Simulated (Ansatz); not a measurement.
Hg$_{2}$WO$_{4}$:
```
CELL_PARAMETERS angstrom
      4.37435     5.77587     0.00000
     -4.37435     5.77587     0.00000
     -2.05271     0.00000     4.47344
ATOMIC_POSITIONS crystal
  Hg 0.24967 0.53033 0.01993
  Hg 0.75033 0.46967 0.98007
  Hg 0.53033 0.24967 0.48007
  Hg 0.46967 0.75033 0.51993
  W  0.90137 0.90137 0.25000
  W  0.09863 0.09863 0.75000
  O  0.94977 0.66227 0.20242
  O  0.05023 0.33773 0.79758
  O  0.66227 0.94977 0.29758
  O  0.33773 0.05023 0.70242
  O  0.08346 0.81832 0.64939
  O  0.91654 0.18168 0.35061
  O  0.81832 0.08346 0.85061
  O  0.18168 0.91654 0.14939
```

Relaxed with r²SCAN+D4. Independent-particle spectrum: no excitons, no local fields, no scissors shift; 0.1 eV broadening; ε₁ of the summed bands alone.

Question: Tabulate the dielectric function from DFT-r²SCAN+D4 in the program Ansatz with PAW potentials.

Answer: 

| E (eV) | ε₁ xx | ε₂ xx | ε₁ yy | ε₂ yy | ε₁ zz | ε₂ zz |
|---|---|---|---|---|---|---|
| 0.0 | 6.16 | 0.00 | 5.06 | 0.00 | 6.64 | 0.00 |
| 0.4 | 6.19 | 0.00 | 5.08 | 0.00 | 6.69 | 0.00 |
| 0.8 | 6.29 | 0.00 | 5.14 | 0.00 | 6.85 | 0.00 |
| 1.2 | 6.47 | 0.00 | 5.26 | 0.00 | 7.15 | 0.00 |
| 1.6 | 6.76 | 0.00 | 5.44 | 0.00 | 7.67 | 0.00 |
| 2.0 | 7.22 | 0.00 | 5.73 | 0.00 | 8.71 | 0.00 |
| 2.4 | 8.01 | 0.02 | 6.29 | 0.05 | 10.95 | 1.67 |
| 2.8 | 9.76 | 0.49 | 7.21 | 0.61 | 12.61 | 5.07 |
| 3.2 | 10.84 | 2.49 | 6.78 | 1.32 | 7.02 | 9.78 |
| 3.6 | 11.43 | 9.14 | 8.53 | 2.53 | 5.16 | 7.29 |
| 4.0 | 7.72 | 9.38 | 7.46 | 3.59 | 4.64 | 6.95 |
| 4.4 | 2.57 | 7.78 | 6.27 | 4.86 | 3.09 | 7.62 |
| 4.8 | 3.86 | 5.26 | 5.38 | 4.88 | 1.96 | 5.48 |
| 5.2 | 4.44 | 6.90 | 4.80 | 6.30 | 3.09 | 5.41 |
| 5.6 | 2.42 | 7.08 | 3.48 | 6.52 | 1.43 | 6.17 |
| 6.0 | 1.55 | 7.08 | 1.87 | 5.35 | -0.04 | 4.92 |
| 6.4 | -0.38 | 6.15 | 1.24 | 4.56 | 0.26 | 3.88 |
| 6.8 | 0.24 | 4.91 | 1.42 | 3.74 | 0.76 | 2.68 |
| 7.2 | -0.53 | 3.88 | 1.84 | 2.96 | 1.03 | 2.54 |
| 7.6 | 0.14 | 3.29 | 2.34 | 3.39 | 1.78 | 2.81 |
| 8.0 | 0.20 | 3.05 | 1.99 | 3.61 | 1.76 | 3.33 |
| 8.4 | 0.62 | 2.53 | 1.58 | 3.88 | 1.28 | 3.57 |
| 8.8 | 0.71 | 2.85 | 1.55 | 3.88 | 0.90 | 3.79 |
| 9.2 | 0.74 | 2.85 | 0.95 | 4.16 | 0.42 | 3.19 |
| 9.6 | 0.86 | 2.89 | 0.60 | 3.42 | 0.24 | 2.83 |
| 10.0 | 0.18 | 3.27 | 0.58 | 3.59 | 0.38 | 2.52 |
| 10.4 | 0.11 | 2.61 | -0.09 | 3.31 | 0.35 | 2.58 |
| 10.8 | 0.32 | 2.47 | -0.01 | 2.54 | 0.27 | 2.38 |
| 11.2 | 0.11 | 2.59 | 0.06 | 2.55 | 0.32 | 2.35 |
| 11.6 | -0.06 | 2.06 | -0.15 | 2.45 | 0.03 | 2.19 |
| 12.0 | -0.01 | 2.05 | -0.16 | 2.01 | -0.07 | 1.78 |

With all bands, ε∞ without local fields is 6.42 (xx), 5.34 (yy), 6.91 (zz).

Space group C2/c. The first step of the workflow began from a Materials Project structure, measured or hypothetical; the Crystallography Open Database copy checked does not list it. Whether it is the stable phase at ambient conditions was not checked. The r²SCAN+D4 relaxation kept the symmetry of its start; whether a distortion lowers the energy is not shown. No spin polarisation was allowed. No Hubbard U is applied. Scalar-relativistic: spin–orbit coupling is off unless named, which matters more the heavier the elements.

Potentials: the later of the program's two PAW sets.
